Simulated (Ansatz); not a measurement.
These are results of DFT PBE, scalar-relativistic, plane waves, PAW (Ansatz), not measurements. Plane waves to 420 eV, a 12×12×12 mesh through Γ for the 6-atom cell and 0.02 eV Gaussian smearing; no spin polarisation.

Formation energies are uncorrected and count from the elements' standard states at the same level.

Problem. Propose a candidate for a tetragonal semiconductor that holds N and 2 more elements, with a gap near 2.2 eV, a formation energy near −0.74 eV/atom and about 11 Å³ per atom, in a cell of 6 atoms.

Solution. AlGa2N3, space group I-4m2 (No. 119). Al has 4 N at 1.91 Å; around Ga lie 4 N at 1.96–1.97 Å; N on a site of symmetry 2mm has 2 Al at 1.91 Å and 2 Ga at 1.97 Å; N on a site of symmetry -4m2 has 4 Ga at 1.96 Å.

Space group I-4m2 (No. 119). a = 3.185 Å, b = 3.185 Å, c = 13.472 Å, α = 90.00°, β = 90.00°, γ = 90.00°
```tsv
atom	site	symmetry	x	y	z
Al	2b	-4m2	0.5000	0.5000	0.0000
Ga	4e	2mm.	0.5000	0.5000	0.3354
N	4f	2mm.	0.5000	0.0000	0.4215
N	2c	-4m2	0.0000	0.5000	0.2500
```

| Property | Result |
| --- | --- |
| Volume per atom | 11.39 Å³ |
| Density | 5.07 g/cm³ |
| Formation energy | −0.738 eV/atom |
| Gap on the 12×12×12 mesh of the 6-atom cell | 2.24 eV |

The structure comes from a generated guess, relaxed at this level; another structure or a mixture of phases may lie lower. Other answers may fit too; this one was computed.

Kohn–Sham gaps at this level usually fall short of measured ones. A later test with randomly moved atoms came back to the same energy, though modes that don't fit the test's cell weren't probed.
